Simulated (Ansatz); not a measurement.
Here is the system:

F:
```cif
data_F4
_chemical_formula_sum 'F4'
_space_group_name_H-M_alt 'P 1'
_space_group_IT_number 1
_cell_length_a 3.06928
_cell_length_b 3.06928
_cell_length_c 7.19648
_cell_angle_alpha 74.966
_cell_angle_beta 105.034
_cell_angle_gamma 120.199
loop_
_space_group_symop_operation_xyz
  'x, y, z'
loop_
_atom_site_label
_atom_site_type_symbol
_atom_site_fract_x
_atom_site_fract_y
_atom_site_fract_z
_atom_site_occupancy
F1 F 0.50426 0.49574 0.40382 1
F2 F 0.49574 0.50426 0.59618 1
F3 F 0.08332 0.91668 0.09590 1
F4 F 0.91668 0.08332 0.90410 1
```

This is the r²SCAN+D4-relaxed structure.

Task: All from DFT-r²SCAN+D4 in the program Ansatz with PAW potentials, unless another level is named. Give the smallest direct gap on the standard path.

Result: 3.70 eV.

Task: Give the band gap.

Result: 3.64 eV (indirect).

Task: Predict the conduction-band minimum.

Result: at Γ.

Space group C2/m. The first step of the workflow began from a Materials Project structure, measured or hypothetical; the Crystallography Open Database files this formula in space group No. 12, but the cells were not matched. It is not the usual solid phase (space group No. 15). The r²SCAN+D4 relaxation kept the symmetry of its start; whether a distortion lowers the energy is not shown. The substance is a gas or liquid at ambient conditions.

Potentials: the later of the program's two PAW sets.
